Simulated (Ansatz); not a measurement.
## Hf: elastic constants from stress and strain

```
CELL_PARAMETERS angstrom
-1.80500 1.80500 1.80500
1.80500 -1.80500 1.80500
1.80500 1.80500 -1.80500
ATOMIC_POSITIONS crystal
Hf 0.00000 0.00000 0.00000
```

The conventional cell has a = 3.610 Å, b = 3.610 Å, c = 3.610 Å, α = 90.00°, β = 90.00°, γ = 90.00°. Hf (atom 1) is surrounded by 8 Hf at 3.13 Å.

The cell comes from COD entry 1522789, which wasn't checked; take it as a given geometry.

Spin–orbit coupling is left out, though it moves levels of the heavy atoms by tenths of an eV or more.

Theory: DFT, PBEsol, all-electron LAPW, scalar-relativistic (Ansatz 0.2.0).

Settings: a Γ-centred 16×16×16 k mesh, Fermi–Dirac smearing of 0.08 eV, basis error target 1 meV/atom, no spin polarisation.

The unstrained cell is at -8.89 GPa. Large strains and very small stresses are left out. Each strain is applied once, with fractional coordinates held (clamped ions), and σ below is the change of stress, positive in tension. One finite strain gives stress–strain coefficients at this pressure with an error of the order of the strain times third-order constants, a few per cent for each per cent of strain. In a metal the k mesh adds noise of tens of per cent to soft shears.

Q: With equal xy, yz and zx engineering shear strains of -1 %, the run gives σxy = -0.44 GPa and γxy = 2εxy = -0.0100. Which stiffness follows?

A: C44 (clamped ions) = σxy/γxy = 44 GPa.

Q: Estimate the stiffness probed by this change, and the stress that it gives: equal xy, yz and zx engineering shear strains of +1 %.

A: σxy = 0.45 GPa and γxy = 2εxy = 0.0100, so C44 (clamped ions) = σxy/γxy = 45 GPa.
